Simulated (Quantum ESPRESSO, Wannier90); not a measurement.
**ZnHgTe$_{2}$ (P-4m2), plane waves to Wannier functions**

Cell from Materials Project (mp-1215403), symmetrised, no further relaxation. Not found in the COD (Crystallography Open Database) copy used; not checked further. Method: PBEsol plane waves in Quantum ESPRESSO 7.5 (PseudoDojo norm-conserving files, 68 Ry, spinors with spin-orbit coupling), Bloch states on a 4×4×4 mesh through Γ, Wannier90 4.0.1. Density: 8×8×6 mesh, cold smearing 0.01 Ry. With spin-orbit coupling a semilocal functional can close or falsely invert a small gap; the band order was not checked against a better method. The gap is small at this level and was sampled on the meshes and a path alone.

```
begin unit_cell_cart
ang
    4.4730600000    0.0000000000    0.0000000000
    0.0000000000    4.4730600000    0.0000000000
    0.0000000000    0.0000000000    6.3800600000
end unit_cell_cart
mp_grid = 4 4 4
```

Question: Which shells of neighbouring k-points and which b-vectors and weights does Wannier90 pick for this cell and mesh?

Answer: 
```
 *---------------------------------- K-MESH ----------------------------------*
 +----------------------------------------------------------------------------+
 |                    Distance to Nearest-Neighbour Shells                    |
 |                    ------------------------------------                    |
 |          Shell             Distance (Ang^-1)          Multiplicity         |
 |          -----             -----------------          ------------         |
 |             1                   0.246204                      2            |
 |             2                   0.351168                      4            |
 |             3                   0.428877                      8            |
 |             4                   0.492408                      2            |
 |             5                   0.496627                      4            |
 |             6                   0.554306                      8            |
 |             7                   0.604801                      8            |
 |             8                   0.699360                      8            |
       ... (lines left out)
 +----------------------------------------------------------------------------+
 | The b-vectors are chosen automatically                                     |
 | The following shells are used:                       1,  2                 |
 +----------------------------------------------------------------------------+
 |                        Shell   # Nearest-Neighbours                        |
 |                        -----   --------------------                        |
 |                          1               2                                 |
 |                          2               4                                 |
 +----------------------------------------------------------------------------+
 | Completeness relation is fully satisfied [Eq. (B1), PRB 56, 12847 (1997)]  |
 +----------------------------------------------------------------------------+
 |                  b_k Vectors (Ang^-1) and Weights (Ang^2)                  |
 |                  ----------------------------------------                  |
 |            No.         b_k(x)      b_k(y)      b_k(z)        w_b           |
 |            ---        --------------------------------     --------        |
 |             1         0.000000    0.000000    0.246204     8.248591        |
 |             2         0.000000    0.000000   -0.246204     8.248591        |
 |             3         0.000000    0.351168    0.000000     4.054522        |
 |             4         0.351168    0.000000    0.000000     4.054522        |
 |             5         0.000000   -0.351168    0.000000     4.054522        |
 |             6        -0.351168    0.000000    0.000000     4.054522        |
```
